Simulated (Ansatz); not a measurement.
**BP (F-43m): energy against volume by PBE and RPA**

```
CELL_PARAMETERS angstrom
0.00000 2.26900 2.26900
2.26900 0.00000 2.26900
2.26900 2.26900 0.00000
ATOMIC_POSITIONS crystal
B 0.00000 0.00000 0.00000
P 0.25000 0.25000 0.25000
```

RPA total energy on PBE orbitals, hand-made PAW set (Ansatz); 4×4×4 mesh, wave cutoff 710 eV, correlation extrapolated to infinite response cutoff from cutoffs up to 450 eV, 8 electrons, all correlated, long-wavelength term: neglected.

Energies and volumes of the whole cell, energies counted from the given cell:

```json
{"V/V_given": "0.92", "V (Å³)": "21.49", "PBE (meV)": "116", "Hartree-Fock expression on these orbitals (meV)": "154", "RPA (meV)": "107"}
{"V/V_given": "0.96", "V (Å³)": "22.43", "PBE (meV)": "34", "Hartree-Fock expression on these orbitals (meV)": "50", "RPA (meV)": "29"}
{"V/V_given": "1.00", "V (Å³)": "23.36", "PBE (meV)": "0", "Hartree-Fock expression on these orbitals (meV)": "0", "RPA (meV)": "0"}
{"V/V_given": "1.04", "V (Å³)": "24.30", "PBE (meV)": "6", "Hartree-Fock expression on these orbitals (meV)": "-4", "RPA (meV)": "11"}
{"V/V_given": "1.08", "V (Å³)": "25.23", "PBE (meV)": "44", "Hartree-Fock expression on these orbitals (meV)": "30", "RPA (meV)": "56"}
```

Problem. Fit third-order Birch-Murnaghan curves. Where are the minima?

Solution. PBE: V0 = 11.84 Å³ an atom (lattice constants +0.4 % against the given cell), B0 = 161 GPa; Hartree-Fock expression on these orbitals: V0 = 11.96 Å³ an atom (lattice constants +0.8 % against the given cell), B0 = 180 GPa; RPA: V0 = 11.77 Å³ an atom (lattice constants +0.3 % against the given cell), B0 = 168 GPa.

This ran on a trial build of the method. The mesh is coarse, so these are values at the stated settings, not converged ones.
